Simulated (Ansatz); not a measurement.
## ZrC with vanadium replacing Zr: field gradients at two levels of theory

Cell: a supercell of ZrC (rock salt type, Fm-3m) built from a COD entry, with the ions relaxed around the defect (PBE).

Space group Fm-3m (No. 225); a = 14.1900 Å.

| site | Wyckoff | site symmetry | x | y | z |
| --- | --- | --- | --- | --- | --- |
| V | 4b | m-3m | 0.5000 | 0.0000 | 0.0000 |
| Zr2 | 48i | m.m2 | 0.6657 | 0.1657 | 0.0000 |
| Zr5 | 32f | .3m | 0.8334 | 0.1666 | 0.1666 |
| Zr15 | 24e | 4m.m | 0.0000 | 0.5000 | 0.3330 |
| C28 | 32f | .3m | 0.3339 | 0.8339 | 0.8339 |
| C29 | 24e | 4m.m | 0.5000 | 0.0000 | 0.8396 |
| C33 | 48h | m.m2 | 0.8334 | 0.1666 | 0.0000 |
| C54 | 4a | m-3m | 0.0000 | 0.5000 | 0.5000 |

One atom of each set is listed; the run and its k-mesh use a cell of 54 atoms with edges of 10.03, 10.03, 10.03 Å.

First run. All values are calculated (Ansatz; DFT, PBE, plane waves and PAW, scalar-relativistic, 420 eV cutoff, Γ-centred 3×3×3 k-points, Fermi–Dirac smearing 0.01 eV, cell charge +1), not measured.

```csv
site,V_zz (10²¹ V/m²),η
V,0.00,–
Zr2,1.51,0.77
Zr5,0.039,0.00
Zr15,3.06,0.00
C28,-0.020,0.00
C29,0.73,0.00
C33,0.11,0.58
```

Second run. The same atoms and settings, except that the functional is r2SCAN and the cutoff is 500 eV.

Task: Given the first result, estimate the second.

Result: 

```tsv
site	V_zz	η	change of V_zz
V	0.00	–	0.00
Zr2	1.40	0.92	-0.11
Zr5	0.057	0.00	+0.02
Zr15	3.28	0.00	+0.22
C28	-0.033	0.00	-0.01
C29	0.82	0.00	+0.09
C33	0.13	0.59	+0.02
```

The largest change of V_zz is on Zr15, from 3.06 to 3.28. In per cent, |V_zz| changes by +7 on Zr (all sites that start above 2). Other sites without a gradient aren't listed.

The run isn't spin-polarised, and a state with spin may lie lower. The defect repeats with the cell of 54 atoms, so it feels its images: sites between two images don't show the values beside a lone defect, and zeros or small values of η there can come from the images' arrangement. The relaxation keeps the site symmetry m-3m of the start, so the impurity can't leave its site; a distortion that would localise the partly filled state isn't explored. A uniform background compensates the cell's charge. The defect cell has no gap above 0.1 eV on its mesh, so the values can hang on the smearing and the k-mesh. Without spin–orbit coupling (the program notes it for Zr) the gradients can shift somewhat, as the gap is small.
